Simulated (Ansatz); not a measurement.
A generator proposed this cell of Bi4C.

```cif
data_structure
_symmetry_space_group_name_H-M 'Im-3m'
_symmetry_Int_Tables_number 229
_cell_length_a 6.4022
_cell_length_b 6.4022
_cell_length_c 6.4022
_cell_angle_alpha 90.000
_cell_angle_beta 90.000
_cell_angle_gamma 90.000
_cell_volume 262.41
loop_
_atom_site_label
_atom_site_type_symbol
_atom_site_symmetry_multiplicity
_atom_site_Wyckoff_symbol
_atom_site_fract_x
_atom_site_fract_y
_atom_site_fract_z
_atom_site_occupancy
Bi1 Bi 8 c 0.25000 0.25000 0.75000 1
C1 C 2 a 0.00000 0.00000 0.00000 1
```

These are results of DFT PBE, scalar-relativistic, plane waves, PAW (Ansatz), not measurements. Settings: cutoff 420 eV, Γ-centred mesh 4×4×4 on the computed 5-atom cell, Gaussian smearing of 0.10 eV; no spin polarisation.

The zero of energy is the elements' standard structures at the same level; no fitted shifts are applied.

**Question.** Estimate its pressure, forces and energy as it stands.

**Answer.** The pressure is 5.0 GPa (it wants to expand), the largest force is 0.00 eV/Å (symmetry fixes the atoms), and the energy is +0.96 eV/atom against the elements. The shortest distance is 2.77 Å.

**Question.** How much does it gain on relaxing, and where does it end?

**Answer.** Relaxing gains under 0.1 eV/atom (the start's value is from the coarse mesh, so the gain is rough) in 7 ionic steps and ends at +0.93 eV/atom on the finer mesh. The symmetry stays Im-3m (No. 229). The volume per atom grows by 7.4 %, from 26.2 to 28.2 Å³. The shortest distance goes from 2.77 Å (Bi–C) to 2.84 Å (Bi–C). Conventional cell: a = 6.557 Å. Around Bi lie 2 C at 2.84 Å and 6 Bi at 3.28 Å; C is surrounded by 8 Bi at 2.84 Å.

The last run used an 8×8×8 mesh for its 5-atom cell and Gaussian smearing of 0.10 eV. These runs have no spin–orbit coupling, which can matter for Bi. The reference form of C is held partly by dispersion forces, which this level lacks. The relaxation can't lower the symmetry of the start. A structure relaxed within its symmetry needn't be a true minimum.
